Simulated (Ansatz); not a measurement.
## 5 guesses for BeRhS₃ and where they end

The calculation used DFT PBE, scalar-relativistic, plane waves, PAW (Ansatz). All cells share a 420 eV cutoff and Γ-centred k meshes spaced at most about 0.3 Å⁻¹ (about 0.25 or finer for metals, 2π included). Collinear spin in cells that started with moments and kept them past the coarse steps, no spin elsewhere.

Each guess was relaxed in cell and atoms at zero pressure, within the symmetry of its start. Temperature and zero-point effects are left out. Coordination counts S atoms around Be and Rh (those within 1.25 times the shortest such distance or 1.15 times the sum of covalent radii; the shortest distance is added where it is long for a bond).

| guess | made from | start group | V start (Å³/atom) | end group | V end (Å³/atom) | coordination at the end | gap on mesh (eV) | largest moment (μB) | E over the lowest end (meV/atom) |
| --- | --- | --- | --- | --- | --- | --- | --- | --- | --- |
| 1 | random cell | Pm-3m | 19.6 | Pm-3m (cubic perovskite) | 15.1 | Be 6, Rh 12 from 3.0 Å | 0 | - | 158 |
| 2 | random cell | P6/mmm | 18.2 | P6/mmm | 19.5 | Be 12 from 3.3 Å, Rh 6 | 0 | - | 306 |
| 3 | random cell | P6/mmm | 20.8 | P6/mmm | 17.9 | Be 6 from 2.5 Å, Rh 12 from 3.2 Å | 0 | 0.4 | 593 |
| 4 | random cell | P4/mmm | 22.6 | P4/mmm | 18.3 | Be 8 from 3.2 Å, Rh 2 | 0 | - | 0 |
| 5 | KCuCl3 type | Pm-3m | 15.0 | ? | ? | ? | ? | ? | ? |

Guess 5 as it starts:

```
Be Rh S
1.0
     4.21449    0.00000    0.00000
     0.00000    4.21449    0.00000
     0.00000    0.00000    4.21449
Be Rh S
1 1 3
Cartesian
  0.0000 0.0000 0.0000
  2.1072 2.1072 2.1072
  0.0000 2.1072 2.1072
  2.1072 0.0000 2.1072
  2.1072 2.1072 0.0000
```

**Question.** Predict the end of this guess and its energy over the lowest end.

**Answer.** It ends in the cubic perovskite type, space group Pm-3m (No. 221), with a = 4.618 Å, 19.7 Å³/atom and no gap, without spin. It lies 0.45 eV/atom over the lowest end, above guess 2 and below guess 3. Counting S atoms around Be and Rh, this end has Be 12 from 3.3 Å, Rh 6 and the lowest (guess 4) has Be 8 from 3.2 Å, Rh 2. The lowest (guess 4) holds S–S units of three or more atoms (shortest 2.12 Å); in this end the shortest S–S distance is 3.27 Å.

Space group Pm-3m (No. 221). a = 4.618 Å, b = 4.618 Å, c = 4.618 Å, α = 90.00°, β = 90.00°, γ = 90.00°
```json
{"atom": "Be", "site": "1a", "symmetry": "m-3m", "x": "0.0000", "y": "0.0000", "z": "0.0000"}
{"atom": "Rh", "site": "1b", "symmetry": "m-3m", "x": "0.5000", "y": "0.5000", "z": "0.5000"}
{"atom": "S", "site": "3c", "symmetry": "4/mm.m", "x": "0.0000", "y": "0.5000", "z": "0.5000"}
```

Energies over the elements count from the elements' standard structures at the same level, with no fitted energy shifts.

**Question.** Is the lowest end bound against the elements?

**Answer.** No: its formation energy is +0.38 eV/atom. A positive value: parting into the elements would lower its energy.

In P4/mmm, Pm-3m at 15.1 Å³/atom, P6/mmm at 19.5 Å³/atom, Pm-3m at 19.7 Å³/atom an odd number of electrons in the primitive cell allows no gap without spin; a larger cell or a magnetic state could open one. The reference form of S is held partly by dispersion forces, which this level lacks. The magnetic state reached may not be the lowest. Cells relaxed within their symmetry can be saddle points. A lower structure may well exist outside this small set. Some structure types and database cells were kept out of the candidates from the start, so a known form may be missing.
